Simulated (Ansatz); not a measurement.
**Property card for Ga₂BAs₃**

All numbers below come from Ansatz 0.2.0, DFT PBE, scalar-relativistic, plane waves, PAW.

Settings: cutoff 420 eV, Γ-centred mesh 12×12×4 on the computed 6-atom cell, Gaussian smearing of 0.10 eV; no spin polarisation.

The structure is relaxed at this level of theory with its symmetry kept, and needn't be the ground state of this composition.

```
Ga B As
1.0
     3.02536    0.00000    0.00000
     0.00000    3.02536    0.00000
     0.00000    0.00000   12.28733
Ga B As
2 1 3
Direct
  0.00000 0.00000 0.32909
  0.00000 0.00000 0.67091
  0.00000 0.00000 0.00000
  0.50000 0.50000 0.09951
  0.50000 0.50000 0.50000
  0.50000 0.50000 0.90049
```

| Quantity | Value |
| --- | --- |
| Space group | P4/mmm (No. 123) |
| Volume per atom | 18.74 Å³ |
| Formation energy from the elements' standard states (uncorrected) | +0.524 eV/atom |
| Kohn–Sham band gap | none (metal) |
| Density of states at the Fermi level | 2.0 states/eV per cell |
| Orbital (Löwdin) character within 0.5 eV of the Fermi level | As 4p 43 %, Ga 4p 24 %, B 2p 13 % |
| Bader charge by site (e) | Ga (2 in the cell) 0.23, B (1 in the cell) -0.20, As (2 in the cell) 0.08, As (1 in the cell) -0.42 |

Another cell of Ga2BAs3 relaxed alike, in P6_3/mmc, lies 48 meV/atom lower, so this cell isn't the stable form at this level.

The cell was found from a structure generator's guess, not taken from experiment. Löwdin shares on free-atom orbitals overweight diffuse shells.
